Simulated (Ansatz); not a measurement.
A trial structure of AlCuC₄N₄ was built thus: two interpenetrating cyanide-bridged diamond nets (P-43m, No. 215). The dimensions are guesses.

```
Al Cu C N
1.0
     5.83066    0.00000    0.00000
     0.00000    5.83066    0.00000
     0.00000    0.00000    5.83066
Al Cu C N
1 1 4 4
Direct
  0.50000 0.50000 0.50000
  0.00000 0.00000 0.00000
  0.18982 0.18982 0.18982
  0.18982 0.81018 0.81018
  0.81018 0.18982 0.81018
  0.81018 0.81018 0.18982
  0.30567 0.30567 0.30567
  0.30567 0.69433 0.69433
  0.69433 0.30567 0.69433
  0.69433 0.69433 0.30567
```

Method: DFT PBE, scalar-relativistic, plane waves, PAW in Ansatz 0.2.0. Cutoff 420 eV, Gaussian smearing, Γ-centred meshes. Cell and atoms relax first on a coarse mesh and then on a converged one. In between, the cell is made exact in the group found at 0.06 Å. The steps can't lower the symmetry of their start. Collinear spin, starting moments Cu 1.0 μB; they died out on the coarse mesh, so the last step has no spin.

A guess keeps its type if space group and coordination stay and the shape of the cell changes little (axis ratios within about 15 %, angles within 6°); the volume may change.

Question: Does it keep its structure type, or change into something else?

Answer: It keeps its type. The symmetry stays P-43m (No. 215). The volume per atom shrinks by 6.4 %, from 19.8 to 18.6 Å³. The shortest distance stays 1.17 Å (C–N). Counting neighbours within 15 % of an atom's shortest distance, the start has Al 4, C 1, Cu 4, N 1 and the end Al 4, C 1, Cu 4, N 1.

The last run used a 4×4×4 mesh for its 10-atom cell and Gaussian smearing of 0.02 eV. Symmetry constrained the relaxation, so the result can be a saddle point.
